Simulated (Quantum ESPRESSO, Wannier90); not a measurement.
CsSnI3 (cubic perovskite), plane waves to Wannier functions

```
begin unit_cell_cart
ang
    6.2862300000    0.0000000000    0.0000000000
    0.0000000000    6.2862300000    0.0000000000
    0.0000000000    0.0000000000    6.2862300000
end unit_cell_cart
begin atoms_frac
Cs   0.5000000000  0.5000000000  0.5000000000
Sn   0.0000000000  0.0000000000  0.0000000000
I    0.5000000000  0.0000000000  0.0000000000
I    0.0000000000  0.5000000000  0.0000000000
I    0.0000000000  0.0000000000  0.5000000000
end atoms_frac
```

Structure: Materials Project mp-614013, symmetrised, not relaxed again. COD (Crystallography Open Database) records the formula in this space group. Ideal cubic forms of this type are often high-temperature phases that distort on cooling; symmetry holds the cell here, and its stability was not tested. Level: LDA, no spin polarisation, no spin-orbit coupling; pw.x of Quantum ESPRESSO at 58 Ry with PseudoDojo potentials, 6×6×6 k-points, Wannier90. Density: 6×6×6 mesh, Gaussian smearing 0.01 Ry. Spin-orbit coupling is left out although heavy elements are present.

Bands 7-9,13-22 form an isolated set from -12.95 to 0.00 eV relative to the valence-band maximum (on the path) and are turned into 13 Wannier functions by minimising the spread from the start: SCDM (isolated). Bands 10–12 (Cs 5p 99 %) lie between the kept ones and are excluded.

Where do the functions sit, how wide are they and what are they made of?


| functions | spread (Å²) | nearest atom, distance (Å) | second atom, distance (Å) | weight on atomic waves |
|---|---|---|---|---|
| 9 | 2.03 | I 0.55 | Sn 2.99 | I 5p 70 %, I 5s 24 %, Sn 5p 4 % |
| 3 | 2.80 | I 0.59 | Sn 2.55 | I 5p 58 %, I 5s 24 %, Sn 5p 17 % |
| 1 | 3.25 | Sn 0.00 | I 3.14 | Sn 5s 94 % |

Ω_I = 25.34 Å², Ω_total = 29.87 Å²; the interpolated bands follow pw.x to 9.9 meV rms on the path. It is the lowest total spread that any start reached here.
